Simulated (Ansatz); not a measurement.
Au (fcc, Cu type)

```cif
data_Au
_chemical_formula_sum 'Au1'
_space_group_name_H-M_alt 'P 1'
_space_group_IT_number 1
_cell_length_a 2.91616
_cell_length_b 2.91616
_cell_length_c 2.91616
_cell_angle_alpha 60.000
_cell_angle_beta 60.000
_cell_angle_gamma 60.000
loop_
_space_group_symop_operation_xyz
  'x, y, z'
loop_
_atom_site_label
_atom_site_type_symbol
_atom_site_fract_x
_atom_site_fract_y
_atom_site_fract_z
_atom_site_occupancy
Au1 Au 0.00000 0.00000 0.00000 1
```

The volume is varied about the relaxed value V₀ at fixed cell shape. Symmetry pins the atoms to their sites.

Calculation: r2SCAN (plane waves to 500 eV, PAW, scalar-relativistic; Ansatz, a first-principles code). k mesh 20×20×20 (Γ-centred), Fermi-Dirac smearing 0.05 eV. The energy includes the smearing's −TS. Au was relaxed with its symmetry unable to fall. Spin-orbit coupling is left out, though Au is heavy. The zero of ΔE is the relaxed starting cell. The last digit holds for this mesh only.

```tsv
V (Å³/atom)	ΔE (meV/atom)
15.782	108.5
16.220	57.5
16.659	24.2
17.097	5.8
17.536	0.0
17.974	4.8
18.412	18.6
18.851	39.8
19.289	67.2
```

Q: What is the fitted pressure derivative B₀′?

A: 5.9.

Q: What bulk modulus B₀ follows from a third-order Birch-Murnaghan fit?

A: 154 GPa. Check by three points about V = 17.536 Å³/atom, step 0.877: d²E/dV² ≈ (24 − 2·0 + 19) meV / 0.877² = 0.0559 eV/Å⁶, and V·d²E/dV² × 160.2 = 157 GPa.

(Under strain, the slope of the energy per volume gives the stress and its curvature an elastic modulus.)
